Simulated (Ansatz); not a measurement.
TiO2: do energies and stresses tell the same story?

These are results of Ansatz, DFT r2SCAN, scalar-relativistic, plane waves, PAW, not measurements.

Cutoff 500 eV; k points 8×8×8 on the computed 6-atom cell (Γ-centred); Gaussian smearing, width 0.02 eV; no spin polarisation.

Relaxed cell: I4_1/amd, a = 3.778 Å, b = 3.778 Å, c = 9.583 Å, α = 90.00°, β = 90.00°, γ = 90.00°, 6 atoms in the primitive cell.

Energies at zero smearing and pressures from the stress tensor, at volumes with shape and atoms relaxed:
```
V (Å³/atom) E − E(first) (meV/atom) P (GPa)
     10.715                     0.00    12.61
     11.057                   -19.71     5.99
     11.399                   -26.00     0.00
     11.740                   -20.13    -5.39
     12.082                    -3.39   -10.18
```

Task: Check P = −dE/dV between neighbouring volumes, and get the bulk modulus from the pressures alone.

Result: With 1 eV/Å³ = 160.2 GPa:
| middle V (Å³/atom) | −ΔE/ΔV (GPa) | mean P (GPa) |
| --- | --- | --- |
| 10.886 | 9.236 | 9.302 |
| 11.228 | 2.945 | 2.994 |
| 11.569 | -2.748 | -2.698 |
| 11.911 | -7.842 | -7.787 |

The two differ by 0.07 GPa at most. The mean of two end pressures misses the average over a step by about ΔV² P″/12, up to 0.05 GPa here; with that taken off 0.01 GPa remains. Around V = 11.399 Å³/atom, the two neighbours give B = −V ΔP/ΔV = 11.399 × 11.38 / 0.684 = 189.7 GPa, against B0 = 189.1 GPa from the Birch–Murnaghan fit of the energies.

A ferromagnetic start lost its moments in a first run, so spin was left out; other magnetic orders weren't tried.

Cost: 6 runs of about 3.8 core-minutes in all, on AMD EPYC 9R45 (Zen 5) (shared hosts).